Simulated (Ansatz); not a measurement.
Computed with DFT PBE, scalar-relativistic, plane waves, PAW, and for the lanthanide a 4f-in-core norm-conserving potential (Ansatz). Settings: cutoff 770 eV, Γ-centred meshes spaced at most about 0.3 Å⁻¹, and about 0.25 Å⁻¹ or finer for metals (2π included), Gaussian smearing. No spin polarisation in the final relaxations.

All energies are static (0 K, no zero-point motion).

Compare these two cells of Sr₄Er, each relaxed at this level.

A.

```cif
data_structure
_symmetry_space_group_name_H-M 'P6/mmm'
_symmetry_Int_Tables_number 191
_cell_length_a 8.0111
_cell_length_b 8.0111
_cell_length_c 6.4740
_cell_angle_alpha 90.000
_cell_angle_beta 90.000
_cell_angle_gamma 120.000
_cell_volume 359.82
loop_
_atom_site_label
_atom_site_type_symbol
_atom_site_symmetry_multiplicity
_atom_site_Wyckoff_symbol
_atom_site_fract_x
_atom_site_fract_y
_atom_site_fract_z
_atom_site_occupancy
Sr1 Sr 3 g 0.50000 0.00000 0.50000 1
Sr2 Sr 1 b 0.00000 0.00000 0.50000 1
Er1 Er 1 a 0.00000 0.00000 0.00000 1
```

B.

```cif
data_structure
_symmetry_space_group_name_H-M 'P-43m'
_symmetry_Int_Tables_number 215
_cell_length_a 6.5678
_cell_length_b 6.5678
_cell_length_c 6.5678
_cell_angle_alpha 90.000
_cell_angle_beta 90.000
_cell_angle_gamma 90.000
_cell_volume 283.31
loop_
_atom_site_label
_atom_site_type_symbol
_atom_site_symmetry_multiplicity
_atom_site_Wyckoff_symbol
_atom_site_fract_x
_atom_site_fract_y
_atom_site_fract_z
_atom_site_occupancy
Sr1 Sr 4 e 0.29008 0.29008 0.29008 1
Er1 Er 1 a 0.00000 0.00000 0.00000 1
```

Question: Which form is favoured at zero pressure, and by what margin per atom?

Answer: B is lower, by 193 meV/atom. A has space group P6/mmm (No. 191), 72.0 Å³/atom and no gap on its mesh; B has space group P-43m (No. 215), 56.7 Å³/atom and no gap. Counting all near atoms (those within 1.25 times the shortest distance at each site; a plus sign parts nearer from farther groups; a slash parts the counts of unlike sites), A has Sr 6/2+6, Er 2 and B has Sr 1+3, Er 4. The denser one is the lower, and pressure would at first widen the difference. Even the lower one lies +0.74 eV/atom against the reference forms of the elements (uncorrected), so neither is stable at this level. In A, Sr on a site of symmetry mmm has 6 Sr at 4.01 Å; Sr on a site of symmetry 6/mmm is surrounded by 2 Er at 3.24 Å and 6 Sr at 4.01 Å; Er has 2 Sr at 3.24 Å. In B, Sr is surrounded by 1 Er at 3.30 Å and 3 Sr at 3.90 Å; Er has 4 Sr at 3.30 Å. Both come from invented guesses. A third cell relaxed alike, in R-3m, lies 145 meV/atom below the lower of the two.

Cells relaxed within their symmetry can be saddle points.

The lanthanide is trivalent by construction, without f bands, f moments or other valences.
